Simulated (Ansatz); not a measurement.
**KZnF$_{3}$: course of a relaxation**

Level of theory: DFT PBE, scalar-relativistic, plane waves, PAW in Ansatz. Run with 420 eV cutoff, 6×6×6 k-mesh, Gaussian smearing of 0.02 eV, no spin polarisation.

What was changed: relaxed at 8 GPa.

Other phases may be more stable at this pressure.

Command:

```bash
ansatz run input.yaml --threads 1 --pin off --max-ram 2560MiB --backend cpu --events-out ev --progress --plain --runs-dir out
```

Input:

```yaml
crystal:
  lattice:
    - [3.9965927038, 0.0, 0.0]
    - [0.0, 3.9965927038, 0.0]
    - [0.0, 0.0, 3.9965927038]
  atoms:
    - { symbol: K, position: [0.0, 0.0, 0.0] }
    - { symbol: Zn, position: [0.5, 0.5, 0.5] }
    - { symbol: F, position: [0.0, 0.5, 0.5] }
    - { symbol: F, position: [0.5, 0.0, 0.5] }
    - { symbol: F, position: [0.5, 0.5, 0.0] }
basis:
  ecutwfc: 420
kpoints:
  mp_grid: { grid: [6, 6, 6] }
hamiltonian:
  xc: pbe
scf:
  occupations: { method: gaussian, width: 0.02 }
output:
  forces: true
  stress: true
  eigenvalues: true
relax:
  adjacent_minimum: "off"
  f_tol: 0.008
  max_steps: 50
  cell: { stress_tol: 0.08, p_target: 8.0 }
```

F is the free energy. Steps run on the plane waves of an earlier cell, but the last one, and at times one on the way, on a freshly chosen basis, so a repeated geometry can differ a little in energy. The relaxation lowers the enthalpy F + PV at the target pressure, so F itself can rise.

Steps:

| step | F − F(1) (eV) | largest force component (eV/Å) | V (Å³/atom) | P (GPa) |
| --- | --- | --- | --- | --- |
| 1 | 0.0000 | 0.000 | 12.767 | 8.49 |
| 2 | -0.0091 | 0.000 | 12.805 | 8.15 |
| 3 | -0.0130 | 0.000 | 12.822 | 8.00 |
| 4 | -0.0142 | 0.000 | 12.822 | 8.03 |

Relaxed structure:

```xyz
5
Lattice="4.0023 0.0000 0.0000 0.0000 4.0023 0.0000 0.0000 0.0000 4.0023" Properties=species:S:1:pos:R:3 pbc="T T T"
K     0.0000    0.0000    0.0000
Zn    2.0011    2.0011    2.0011
F     0.0000    2.0011    2.0011
F     2.0011    0.0000    2.0011
F     2.0011    2.0011    0.0000
```

It takes space group Pm-3m (No. 221, cubic). The conventional cell has a = 4.002 Å, b = 4.002 Å, c = 4.002 Å, α = 90.00°, β = 90.00°, γ = 90.00°. K (site symmetry m-3m) is surrounded by 12 F at 2.83 Å. Zn (site symmetry m-3m) has 6 F at 2.00 Å as nearest neighbours. F (site symmetry 4/mmm) is surrounded by 2 Zn at 2.00 Å.

The run converged. Time: 15 s on 1 thread of Arm Neoverse N1 (shared host), peak memory 0.33 GiB.